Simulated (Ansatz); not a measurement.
VCo3:
```cif
data_Co3V
_chemical_formula_sum 'V1 Co3'
_space_group_name_H-M_alt 'P 1'
_space_group_IT_number 1
_cell_length_a 3.43215
_cell_length_b 3.43215
_cell_length_c 3.43215
_cell_angle_alpha 90.000
_cell_angle_beta 90.000
_cell_angle_gamma 90.000
loop_
_space_group_symop_operation_xyz
  'x, y, z'
loop_
_atom_site_label
_atom_site_type_symbol
_atom_site_fract_x
_atom_site_fract_y
_atom_site_fract_z
_atom_site_occupancy
V1 V 0.00000 0.00000 0.00000 1
Co1 Co 0.50000 0.50000 0.00000 1
Co2 Co 0.00000 0.50000 0.50000 1
Co3 Co 0.50000 0.00000 0.50000 1
```

Relaxed with LDA.

### Question
Which orbitals make up the states near the Fermi level in LDA (plane waves, PAW; program Ansatz)?

### Answer
Within 0.5 eV of the Fermi level: Co 3d 87 %, V 3d 8 %. Projections are on Löwdin-orthogonalised atomic valence shells; empty p or d shells of many metals are not among them.

### Question
Tabulate the density of states.

### Answer
States/eV per cell of 4 atoms, in 0.25 eV bins, energy from the Fermi level.

```csv
E (eV),total,Co 3d,V 3d,Co 4s
-7.85,0.26,0.00,0.00,0.18
-7.60,0.30,0.00,0.00,0.21
-7.35,0.34,0.01,0.00,0.24
-7.10,0.39,0.01,0.01,0.27
-6.85,0.44,0.02,0.01,0.30
-6.60,0.49,0.03,0.01,0.33
-6.35,0.57,0.04,0.02,0.38
-6.10,0.68,0.07,0.03,0.46
-5.85,0.73,0.09,0.04,0.48
-5.60,0.87,0.14,0.07,0.52
-5.35,1.21,0.29,0.15,0.61
-5.10,2.47,1.01,0.51,0.76
-4.85,3.19,1.46,0.68,0.81
-4.60,3.54,1.84,0.71,0.75
-4.35,4.22,2.59,0.77,0.62
-4.10,5.18,3.62,0.90,0.39
-3.85,6.22,4.71,0.93,0.24
-3.60,5.88,4.66,0.79,0.12
-3.35,5.77,4.56,0.85,0.08
-3.10,5.37,4.38,0.68,0.07
-2.85,4.13,3.34,0.51,0.09
-2.60,6.17,5.06,0.71,0.15
-2.35,6.94,5.73,0.66,0.23
-2.10,6.97,5.72,0.64,0.27
-1.85,6.86,5.35,0.94,0.25
-1.60,10.80,8.79,1.43,0.24
-1.35,7.27,5.79,1.03,0.17
-1.10,7.34,6.02,0.87,0.14
-0.85,7.43,6.24,0.71,0.12
-0.60,6.74,5.72,0.59,0.12
-0.35,5.51,4.75,0.43,0.09
-0.10,3.46,2.99,0.25,0.06
0.15,3.37,3.00,0.25,0.04
0.40,3.45,3.09,0.28,0.03
0.65,1.54,1.00,0.47,0.04
0.90,8.75,3.28,5.16,0.14
1.15,7.45,2.99,4.02,0.18
1.40,5.79,2.39,3.08,0.19
1.65,6.55,2.91,3.10,0.38
1.90,2.68,0.97,1.33,0.26
```

Space group Pm-3m (Cu3Au type). The first step of the workflow began from a Materials Project structure, measured or hypothetical; the Crystallography Open Database copy checked does not list it. With V and Co taken as one species the cell has the higher symmetry Fm-3m, so it may be an ordered model of a mixed-site phase. Its standing as an ambient phase is unchecked. Symmetry was held in the LDA relaxation; of distortions, only those at the zone centre were tested. No spin polarisation was allowed.

Potentials: the earlier of the program's two PAW sets.
